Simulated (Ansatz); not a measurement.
The calculation used DFT PBE, scalar-relativistic, plane waves, PAW in Ansatz 0.2.0. Settings: cutoff 420 eV, Γ-centred meshes spaced at most about 0.3 Å⁻¹, and about 0.25 Å⁻¹ or finer for metals (2π included), Gaussian smearing. No spin polarisation in the final relaxations.

Formation energies are uncorrected and refer to the elements' standard structures at the same level (N₂ as a molecule).

A relaxed structure of Hf2AlN3 has 13.61 Å³/atom, −1.16 eV/atom against the elements, no gap on its mesh:

```cif
data_structure
_symmetry_space_group_name_H-M 'P6_3mc'
_symmetry_Int_Tables_number 186
_cell_length_a 3.3635
_cell_length_b 3.3635
_cell_length_c 16.6701
_cell_angle_alpha 90.000
_cell_angle_beta 90.000
_cell_angle_gamma 120.000
_cell_volume 163.32
loop_
_atom_site_label
_atom_site_type_symbol
_atom_site_symmetry_multiplicity
_atom_site_Wyckoff_symbol
_atom_site_fract_x
_atom_site_fract_y
_atom_site_fract_z
_atom_site_occupancy
Hf1 Hf 2 b 0.33333 0.66667 0.33866 1
Hf2 Hf 2 b 0.33333 0.66667 0.66534 1
Al1 Al 2 b 0.33333 0.66667 0.00023 1
N1 N 2 b 0.33333 0.66667 0.11462 1
N2 N 2 b 0.33333 0.66667 0.47080 1
N3 N 2 b 0.33333 0.66667 0.79535 1
```

**Question.** Predict cell, energy and gap of Zr2AlN3 with the same space group and Wyckoff sites.

**Answer.** Zr2AlN3 has a = 3.402 Å, c = 16.651 Å: 13.91 Å³/atom, −1.17 eV/atom against the elements, no gap on its mesh. The volume per atom changes by +2.2 % and the formation energy by -0.00 eV/atom (from unrounded values). Covalent radii: Hf 1.75 Å, Zr 1.75 Å; electronegativities 1.30 and 1.33. Around Zr on its first site lie 3 N at 2.09 Å and 1 N at 2.24 Å; Zr on its second site is surrounded by 4 N at 2.13–2.18 Å; around Al lie 1 N at 1.90 Å and 3 N at 2.02 Å; N on its first site has 3 Al at 2.02 Å and 1 Zr at 2.24 Å; 2 more sites not described.

```cif
data_structure
_symmetry_space_group_name_H-M 'P6_3mc'
_symmetry_Int_Tables_number 186
_cell_length_a 3.4018
_cell_length_b 3.4018
_cell_length_c 16.6512
_cell_angle_alpha 90.000
_cell_angle_beta 90.000
_cell_angle_gamma 120.000
_cell_volume 166.87
loop_
_atom_site_label
_atom_site_type_symbol
_atom_site_symmetry_multiplicity
_atom_site_Wyckoff_symbol
_atom_site_fract_x
_atom_site_fract_y
_atom_site_fract_z
_atom_site_occupancy
Zr1 Zr 2 b 0.33333 0.66667 0.00374 1
Zr2 Zr 2 b 0.33333 0.66667 0.33000 1
Al1 Al 2 b 0.33333 0.66667 0.66648 1
N1 N 2 b 0.33333 0.66667 0.13837 1
N2 N 2 b 0.33333 0.66667 0.46083 1
N3 N 2 b 0.33333 0.66667 0.78058 1
```

The two cells were relaxed from separate starts that ended on the same group and sites; neither need be the stable form of its compound. These runs have no spin–orbit coupling, which can matter for Hf. A magnetic state wasn't ruled out in cells without spin, among them Zr2AlN3 P6_3mc. Cells relaxed within their symmetry can be saddle points.
